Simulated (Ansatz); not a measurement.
Starting cell, Fe (bcc, W type):

```xyz
2
Lattice="-2.8316 2.8316 2.8316 1.4158 -1.4158 1.4158 1.4158 1.4158 -1.4158" Properties=species:S:1:pos:R:3 pbc="T T T"
Fe     0.0000     0.0000     0.0000
Fe    -1.4158     1.4158     1.4158
```

In each cell atom 1 (Fe, nearest neighbour Fe at 2.452 Å; its periodic images, 2.5 Å or more away, move with it) moves by s·(1.000, 0.000, 0.000) (along Cartesian x), the rest being held.

All values below come from PBE (plane waves to 420 eV, PAW, scalar-relativistic; Ansatz, a quantum-chemistry and plane-wave program). k mesh 9×18×18 (Γ-centred), Fermi-Dirac smearing 0.05 eV. Energies are smeared free energies. With partly filled bands, energies and forces of such displacements shift with the k mesh and the smearing. On this mesh the relaxed cell isn't quite at rest: it carries a pressure of -0.2 GPa (compression positive) at the zero of the scan. Fe was relaxed with its symmetry unable to fall. Relaxed Fe ends ferromagnetic. The PAW data are Ansatz's earlier set. The magnetic order is the one the run started from; other orders were not tried. ΔE is measured from the undisplaced structure. The last digit holds for this mesh only.

| s (Å) | ΔE (meV/cell) |
|---|---|
| -0.740 | 1059.9 |
| -0.592 | 723.7 |
| -0.444 | 434.2 |
| -0.296 | 202.0 |
| -0.148 | withheld |
| 0.000 | 0.0 |
| 0.148 | withheld |
| 0.296 | 202.0 |
| 0.444 | 434.2 |
| 0.592 | 723.7 |
| 0.740 | 1059.9 |

Fit an even polynomial form (powers 2, 4, 6) to the given rows and predict ΔE at s = -0.148.

Least squares on the 9 given rows: ΔE = (2413)·s² + (-1203)·s⁴ + (604.5)·s⁶, in meV/cell with s in Å; root-mean-square residual 0.42 meV/cell. At -0.148 the fit gives 52.3 meV/cell; the calculation gives 53.0 meV/cell, so the interpolation is off by -0.7 (-1.3 %). The quadratic term alone would give 52.9 meV/cell.

(A displaced cell: forces are minus the slopes of the energy, force constants its curvatures, and phonons follow from these.)
